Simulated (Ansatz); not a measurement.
Relaxation of a relaxed TiB2 cell, doubled along one cell vector, shaken by Gaussian noise of σ = 0.08 Å a coordinate; 12 atoms in the cell, which starts as P1 (No. 1), aP12; a = 3.0318 Å, b = 3.0318 Å, c = 14.2966 Å, α = 90.00°, β = 90.00°, γ = 120.00°. Level of theory: PBE (plane waves to 420 eV, PAW, scalar-relativistic; Ansatz, an electronic-structure program). Γ-centred k-mesh 9×9×2 on the run's cell (coarser than for final values), Fermi–Dirac smearing 0.05 eV. This is the first round of the run. 

The optimiser's lines from the output (shortened; P is positive under compression):

```
relax step   1: F+E_penalty+E_count = -11252.10720210 eV  Δ(F+E_penalty+E_count) = +0.000e0 eV  max|allowed force component| = 3.112e0 eV/Å  Δτ_max = 0.0000 Å  P = +2.923 GPa  Ω = 113.805 Å³  (10 SCF iters, dr2 threshold 1.00e-7 eV, accepted)
relax step   2: F+E_penalty+E_count = -11252.91718105 eV  Δ(F+E_penalty+E_count) = -8.100e-1 eV  max|allowed force component| = 1.353e0 eV/Å  Δτ_max = 0.1196 Å  P = +1.473 GPa  Ω = 113.402 Å³  (7 SCF iters, dr2 threshold 1.20e-6 eV, accepted)
relax step   3: F+E_penalty+E_count = -11253.18993540 eV  Δ(F+E_penalty+E_count) = -2.728e-1 eV  max|allowed force component| = 1.789e-2 eV/Å  Δτ_max = 0.0870 Å  P = +0.238 GPa  Ω = 113.682 Å³  (7 SCF iters, dr2 threshold 1.20e-6 eV, accepted)
relax step   4: F+E_penalty+E_count = -11253.19054384 eV  Δ(F+E_penalty+E_count) = -6.084e-4 eV  max|allowed force component| = 4.569e-3 eV/Å  Δτ_max = 0.0042 Å  P = +0.111 GPa  Ω = 113.748 Å³  (6 SCF iters, dr2 threshold 1.20e-6 eV, accepted)
relax step   5: F+E_penalty+E_count = -11253.19052520 eV  Δ(F+E_penalty+E_count) = +1.864e-5 eV  max|allowed force component| = 1.175e-3 eV/Å  Δτ_max = 0.0005 Å  P = +0.002 GPa  Ω = 113.803 Å³  (6 SCF iters, dr2 threshold 5.90e-8 eV, accepted)
relax step   6: F+E_penalty+E_count = -11253.19053384 eV  Δ(F+E_penalty+E_count) = -8.634e-6 eV  max|allowed force component| = 1.179e-3 eV/Å  Δτ_max = 0.0000 Å  P = +0.002 GPa  Ω = 113.803 Å³  stress off target by 5.13e-3 GPa  SCF on the basis re-selected at this cell (its energy is not comparable with the rows above)  (8 SCF iters)
```

From the first to the last row the energy changes by -0.09 eV/atom and the volume by 0.0 %. The last row is marked as not comparable with the walk above it, whose basis was carried along; it does compare with step 1, since both stand on a basis selected at the nominal cutoff for their own cell.

Later rounds, restarted from the end of this one on a renewed k-mesh, logged 3 more steps and released under 0.01 eV/atom more. The final structure after all rounds: P6₃mc (No. 186), hP6; a = 3.0317 Å, b = 3.0317 Å, c = 7.1485 Å, α = 90.00°, β = 90.00°, γ = 120.00°. No spin polarisation in the result.

The relaxed structure here is a generated cell of TiB2: the first start was made by placing the elements on the sites of a structure type, and the end was not matched to a known phase here, so it may be hypothetical. Known forms of TiB2 include space group No. 191.
